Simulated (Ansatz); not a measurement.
An Ansatz (a quantum-chemistry and plane-wave program) input:

Ansatz 0.2 input:
```yaml
crystal:
  lattice:
    - [6.3808278687, 0.0, 0.0]
    - [0.0, 6.3808278687, 0.0]
    - [0.0, 0.0, 6.3808278687]
  atoms:
    - { symbol: Be, position: [0.25, 0.0, 0.5] }
    - { symbol: Be, position: [0.5, 0.25, 0.0] }
    - { symbol: Be, position: [0.5, 0.75, 0.0] }
    - { symbol: Be, position: [0.75, 0.0, 0.5] }
    - { symbol: Be, position: [0.0, 0.5, 0.75] }
    - { symbol: Be, position: [0.0, 0.5, 0.25] }
    - { symbol: Se, position: [0.25, 0.5, 0.0] }
    - { symbol: Se, position: [0.0, 0.25, 0.5] }
    - { symbol: Se, position: [0.0, 0.75, 0.5] }
    - { symbol: Se, position: [0.75, 0.5, 0.0] }
    - { symbol: Se, position: [0.5, 0.0, 0.75] }
    - { symbol: Se, position: [0.5, 0.0, 0.25] }
kpoints:
  mp_grid: { grid: [4, 4, 4] }
  band_path:
    path:
      - [[0.0, 0.0, 0.0], [0.0, 0.5, 0.0], [0.5, 0.5, 0.0], [0.0, 0.0, 0.0], [0.5, 0.5, 0.5], [0.0, 0.5, 0.0]]  # Γ-X-M-Γ-R-X
      - [[0.5, 0.5, 0.5], [0.5, 0.5, 0.0]]  # R-M
      - [VBM, CBM]
    npoints: 12
basis: { xc_grid: 2 }
hamiltonian:
  xc: pbe
  pseudopotentials: { azcp: { folder: ./paw }, kind: paw_fr }
magnetization: { noncollinear: true, spin_orbit: true }
scf:
  n_extra_bands: 24
  convergence: { dr2_threshold: 0.0000000001 }
  occupations: { method: gaussian, width: 0.01 }
checkpoint: { write: soc.run }
output: { eigenvalues: true }
```

Q: How many symmetry operations and irreducible k-points will the run report?

A: 48 operations, 10 of 64 k-points.

Q: With a cutoff of 420 eV, how many plane waves at Γ?

A: 5041.

It took roughly 19 core-minutes on shared server cores.

Space group Pm-3n. The start of the workflow was typed in or built on a structure type; neither database checked (COD, Materials Project) lists it. COD files the formula under space group No. 216. Its standing as an ambient phase is unchecked. Symmetry was held in the PBE relaxation; whether a distortion lowers the energy is not shown. The volume moved by 20 % from the start of the relaxation.

Potentials: the earlier of the program's two PAW sets.

Ansatz is a plane-wave DFT program.
